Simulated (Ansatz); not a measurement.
B₂W:
```
B2W
1.0
    3.00432     0.00000     0.00000
   -1.50216     2.60182     0.00000
    0.00000     0.00000     3.33081
W B
1 2
Direct
  0.00000   0.00000   0.00000
  0.33333   0.66667   0.50000
  0.66667   0.33333   0.50000
```

Relaxed with PBEsol. Special points in fractions of this cell's reciprocal vectors: Γ (0.000, 0.000, 0.000); M (0.500, 0.000, 0.000); K (0.333, 0.333, 0.000); A (0.000, 0.000, 0.500); L (0.500, 0.000, 0.500); H (0.333, 0.333, 0.500).

Question: List the band energies nearest the Fermi level at these points for PBEsol in the plane-wave PAW code Ansatz.

Answer: In eV from the Fermi level; about four levels below and three above (degenerate sets whole), none deeper than 8.9 eV; points with the same levels are listed once.

```csv
k,below,above
Γ,-5.76 -4.96 -4.96 -4.39,0.49 0.49 2.42 2.42
M,-6.50 -5.57 -4.83 -0.60,1.17 2.20 2.86
K,-4.95 -4.95 -0.79 -0.79,0.66 7.44 7.44
A,-2.21 -2.21 -2.20 -2.20 -0.80,4.55 8.20 10.61
L,-7.25 -6.96 -4.57,0.90 2.52 3.51
H,-7.34 -5.46 -5.46,1.22 3.18 4.27 4.27
```

Space group P6/mmm. The workflow started from an entry of the Crystallography Open Database (COD), which files this formula under 2 space groups. Its standing as an ambient phase is unchecked. The PBEsol relaxation kept the symmetry of its start; whether a distortion lowers the energy is not shown. The run is not spin-polarised. Spin–orbit coupling is left out wherever it is not named.

Potentials: the later of the program's two PAW sets.
